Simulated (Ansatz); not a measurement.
GaCo (CsCl type, Pm-3m) at seven volumes, plane-wave PAW PBEsol (Ansatz code), scaled uniformly. One row is withheld.

```csv
V (Å³/atom),P (GPa)
10.422,23.54
10.765,?
11.109,6.54
11.453,-0.02
11.796,-5.55
12.140,-10.20
12.483,-14.12
```

Fit the shown pressures and predict the withheld one.

P = (3/2)B₀(x^(7/2) − x^(5/2))[1 + (3/4)(B′ − 4)(x − 1)] with x = (V₀/V)^(2/3). Least squares on the six rows gives V₀ = 11.452 Å³/atom, B₀ = 200 GPa, B′ = 4.68. At V = 10.765, x = 1.0421 and P = 14.30 GPa. The run itself gave 14.31 GPa.

The PBEsol relaxation kept the symmetry of its start; of distortions, only those at the zone centre were tested. The workflow began spin-polarised and lost its moments.

Potentials: the later of the program's two PAW sets.
